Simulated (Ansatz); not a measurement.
A relaxed cell of AlRh (Pm-3m (No. 221)), relaxed on a k-mesh at least as fine as the one used below. Calculation: PBEsol (plane waves to 420 eV, PAW, scalar-relativistic; Ansatz, a first-principles code). Γ-centred k-mesh 6×11×11 on the run's cell (coarser than for final values), Fermi–Dirac smearing 0.05 eV.

```xyz
4
Lattice="5.9438 0.0000 0.0000 0.0000 2.9719 0.0000 0.0000 0.0000 2.9719" Properties=species:S:1:pos:R:3 pbc="T T T"
Al     1.4860     1.4860     1.4860
Al     4.4579     1.4860     1.4860
Rh     0.0000     0.0000     0.0000
Rh     2.9719     0.0000     0.0000
```

The atoms are displaced by (Å):

```tsv
atom	ux	uy	uz
Al1	0.012	0.047	0.030
Al2	-0.050	-0.077	-0.084
Rh3	0.001	-0.042	-0.012
Rh4	-0.032	0.002	-0.030
```

### Question
What forces (eV/Å) and pressure result?

### Answer
```tsv
atom	Fx	Fy	Fz
Al1	-0.47	-0.54	-0.43
Al2	0.54	0.45	0.46
Rh3	-0.33	0.20	-0.07
Rh4	0.27	-0.11	0.04
```

Pressure +0.7 GPa.

No spin polarisation in the result.

The run that gave the undisplaced cell could not lose the symmetry of its start; a randomly shaken copy of 4 atoms returns to this structure.

The first start was generated by placing the elements on the sites of a structure type. Materials Project lists a structure of AlRh in the same space group, Pm-3m (No. 221); the sites were not compared with it, nor with measured phases.
